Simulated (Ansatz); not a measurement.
## GdYH4 with scf.occupations.method, scf.occupations.width, scf.mixing.preconditioner, hamiltonian.hubbard changed

Computed with the plane-wave PAW code Ansatz (scalar-relativistic, PAW set soft_2): PBEsol, collinear spin, 420 eV cutoff, k-mesh 4×4×4. These are the settings of the reference run.

Cell:

```
cell
1.0
     0.0000   -7.3257    0.0000
    -7.3257    0.0000    0.0000
     3.6628    3.6628   -5.2205
Gd H Y
4 16 4
Direct
  0.5000 0.5000 0.0000
  0.0000 0.5000 0.0000
  0.5000 0.0000 0.0000
  0.0000 0.0000 0.0000
  0.1270 0.8770 0.2541
  0.6270 0.8770 0.2541
  0.1270 0.3770 0.2541
  0.6270 0.3770 0.2541
  0.1230 0.8730 0.7459
  0.6230 0.8730 0.7459
  0.1230 0.3730 0.7459
  0.6230 0.3730 0.7459
  0.3730 0.1230 0.7459
  0.8730 0.1230 0.7459
  0.3730 0.6230 0.7459
  0.8730 0.6230 0.7459
  0.8770 0.6270 0.2541
  0.3770 0.6270 0.2541
  0.8770 0.1270 0.2541
  0.3770 0.1270 0.2541
  0.0000 0.0000 0.5000
  0.5000 0.0000 0.5000
  0.0000 0.5000 0.5000
  0.5000 0.5000 0.5000
```

The reference run of this cell is solved again as a single point with these keys changed:

| key | reference run | changed run |
| --- | --- | --- |
| scf.occupations.method | gaussian | cold |
| scf.occupations.width | 0.05 | 0.01 |
| scf.mixing.preconditioner | not typed | kerker_dos |
| hamiltonian.hubbard | not typed | {sites: [{species: Y, l: d, u_eff: 2.0}], double_counting: amf} |

Problem. How far do the results move?

Solution. 

| quantity | reference run | changed run |
| --- | --- | --- |
| pressure (GPa) | 0.0 | 0.0 |
| largest force (eV/Å) | 0.00 | 0.00 |
| gap on the mesh (eV) | 0.00 | 0.00 |
| moment of the cell (μB) | 28.33 | 28.41 |

The Hamiltonian isn't the same, so energies aren't compared. It took 21 iterations.

Caveats: the reference run: Gd without a U keeps its half-filled shell, but its 4f levels lie too near the Fermi level; the reference run: open f or d shells may hold a state above the lowest; a single point, atoms not relaxed again; a change of U can also leave the f or d shell in another state.
